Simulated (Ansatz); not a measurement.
Here is the system:

LaC2:
```
LaC2
1.0
   -1.94544     1.94544     3.26506
    1.94544    -1.94544     3.26506
    1.94544     1.94544    -3.26506
La C
1 2
Cartesian
  0.00000   0.00000   0.00000
  0.00000   0.00000   2.61809
  0.00000   0.00000   3.91203
```

This is the PBEsol-relaxed structure. Tensor components refer to the Cartesian frame of this cell.

**Question.** All from DFT-PBEsol in the program Ansatz with PAW potentials, unless another level is named. Estimate the bulk modulus (Birch–Murnaghan fit).

**Answer.** 97.9 GPa.

**Question.** Next, the elastic constants (relaxed ions, GPa)?

**Answer.** C11 = 144, C12 = 90.9, C13 = 24.8, C33 = 374, C44 = 11.3, C66 = 67.3.

Space group I4/mmm (MoSi2 or CaC2 type). The workflow started from a Materials Project entry (that database holds measured and hypothetical structures alike); the Crystallography Open Database files this formula in space group No. 139, but the cells were not matched. Whether it is the stable phase at ambient conditions was not checked. The PBEsol relaxation kept the symmetry of its start; whether a distortion lowers the energy is not shown. As this level gives no gap, shear constants depend on the k-mesh and smearing (Fermi–Dirac, 0.1 eV here). Scalar-relativistic: spin–orbit coupling is off unless named, which matters more the heavier the elements.

Potentials: the later of the program's two PAW sets.
